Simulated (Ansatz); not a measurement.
**From three elastic constants to directional properties of Li$_{3}$TeCl**

Computed with DFT LDA, scalar-relativistic, plane waves, PAW (Ansatz 0.2.0). Cutoff 420 eV, 6×6×6 k-points (Γ-centred), fixed occupations. No spin polarisation.

The cell is fixed (symmetry leaves no force on the atoms) and stands under -0.2 GPa:
```cif
data_structure
_symmetry_space_group_name_H-M 'Pm-3m'
_symmetry_Int_Tables_number 221
_cell_length_a 5.0646
_cell_length_b 5.0646
_cell_length_c 5.0646
_cell_angle_alpha 90.000
_cell_angle_beta 90.000
_cell_angle_gamma 90.000
_cell_volume 129.91
loop_
_atom_site_label
_atom_site_type_symbol
_atom_site_symmetry_multiplicity
_atom_site_Wyckoff_symbol
_atom_site_fract_x
_atom_site_fract_y
_atom_site_fract_z
_atom_site_occupancy
Cl1 Cl 1 a 0.00000 0.00000 0.00000 1
Te1 Te 1 b 0.50000 0.50000 0.50000 1
Li1 Li 3 c 0.50000 0.50000 0.00000 1
```

The cell is the ideal cubic antiperovskite prototype; whether it is the stable structure of this composition wasn't checked.

With ions relaxed, on the cubic axes: C11 = 50.5, C12 = 4.5, C44 = 3.0 GPa. The density is 2.350 g/cm³. Zone-centre modes weren't checked beside this run.

Problem. Is the crystal stable against strain, and how anisotropic is it?

Solution. Born's conditions hold: C11 + 2C12 = 59.4, C11 − C12 = 46.0 and C44 = 3.0 GPa are all positive. B = (C11 + 2C12)/3 = 19.8 GPa. The two shear moduli are C44 and C′ = (C11 − C12)/2 = 23.0 GPa, so Zener's ratio is A = C44/C′ = 0.13: the shear C44 is the soft one, as in NaCl, KCl, the halide perovskites and the bcc metals V, Nb, Cr and Mo. The Cauchy pressure C12 − C44 is 1.5 GPa; it would vanish for pair forces between atoms on inversion centres at zero pressure, and a positive value is usual with metallic or many-body binding, and where atoms off inversion centres relax under shear, which lowers C44.

Problem. Give the sound speeds along the three symmetry directions.

Solution. The Christoffel equation gives ρv² for each branch:
```csv
direction,branch,ρv²,GPa,v (m/s)
[100],L,C11,50.5,4634
[100],T (×2),C44,3.0,1128
[110],L,(C11 + C12 + 2C44)/2,30.5,3600
[110],"T, u ∥ [001]",C44,3.0,1128
[110],"T, u ∥ [1-10]",(C11 − C12)/2,23.0,3127
[111],L,(C11 + 2C12 + 4C44)/3,23.8,3182
[111],T (×2),(C11 − C12 + C44)/3,16.3,2635
```

Problem. How does Young's modulus depend on direction?

Solution. Inverting gives S11 = 20.110, S12 = -1.643, S44 = 334.448 TPa⁻¹. Along a unit vector (l, m, n), 1/E = S11 − 2(S11 − S12 − S44/2)(l²m² + m²n² + n²l²), where the last bracket is 0, 1/4 and 1/3 for [100], [110] and [111]: E = 50, 11 and 9 GPa. With A < 1 the cube edge is stiffest. For a film on (001), the biaxial modulus is C11 + C12 − 2C12²/C11 = 54 GPa and the normal strain is −2C12/C11 = -0.18 times the in-plane one.